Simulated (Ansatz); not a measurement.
According to r²SCAN in the plane-wave PAW code Ansatz, C in the orthorhombic phase (Imma; C on 8g, C on 8h) relaxes to a = 4.875 Å, b = 7.777 Å, c = 3.268 Å. C on 8g has 3 nearest neighbours from 1.38 Å (trigonal planar); C on 8h has 3 nearest neighbours from 1.39 Å (trigonal planar).

Electronic character: no gap, with almost no states at the Fermi level (zero-gap or semimetallic).

The bulk modulus is 142 GPa.

The start of the workflow was typed in or built on a structure type; neither database checked (COD, Materials Project) lists it. It is not the phase usual at ambient conditions (space group No. 194, 227). The cell was relaxed with r²SCAN under the symmetry of its start; its stability against distortions is not shown here.

Potentials: the earlier of the program's two PAW sets.
